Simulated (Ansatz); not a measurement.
The relaxed structure here is a generated cell of TiB2: the first start was made by placing the elements on the sites of a structure type, and the end was not matched to a known phase here, so it may be hypothetical. Known forms of TiB2 include space group No. 191.

A relaxed cell of TiB$_{2}$ (I4/mmm (No. 139)), relaxed on a k-mesh at least as fine as the one used below. Method: PBE (plane waves to 420 eV, PAW, scalar-relativistic; Ansatz, a first-principles code). Γ-centred k-mesh 14×14×14 on the run's cell (coarser than for final values), Fermi–Dirac smearing 0.05 eV.

```
TiB2
1.0
   -3.20290     3.20290     5.99601
    0.00000     0.00000     5.99601
    0.00000     3.20290     0.00000
Ti B
2 4
Direct
  0.00000   0.00000   0.00000
  0.50000   0.00000   0.00000
  0.00000   0.36887   0.00000
  0.50000   0.36887   0.00000
  0.00000   0.63113   0.00000
  0.50000   0.63113   0.00000
```

The atoms are displaced along an unstable phonon of this cell by (Å):

| atom | ux | uy | uz |
|---|---|---|---|
| Ti1 | 0.000 | 0.083 | 0.000 |
| Ti2 | 0.000 | -0.083 | 0.000 |
| B3 | 0.000 | -0.150 | 0.000 |
| B4 | 0.000 | 0.150 | 0.000 |
| B5 | 0.000 | -0.150 | 0.000 |
| B6 | 0.000 | 0.150 | 0.000 |

### Question
What forces (eV/Å) and pressure result?

### Answer
```
atom    Fx     Fy     Fz
----  ----  -----  -----
Ti1   0.00   1.32   0.00
Ti2   0.00  -1.32   0.00
B3    0.00  -0.44  -0.39
B4    0.00   0.44  -0.39
B5    0.00  -0.44   0.39
B6    0.00   0.44   0.39
```

Pressure -0.9 GPa.

### Question
Estimate the energy cost of the displacement in the harmonic approximation and compare with the calculation.

### Answer
For a harmonic well ΔE = −½ Σ F·u = -0.243 eV a cell, or -41 meV/atom. The calculated energy relative to the undisplaced cell is -0.05 eV/atom, so the harmonic estimate holds well.

The undisplaced cell is probably no minimum: from this displacement the run went on to P6/mmm (No. 191), 1.20 eV/atom below it.

No spin polarisation in the result.
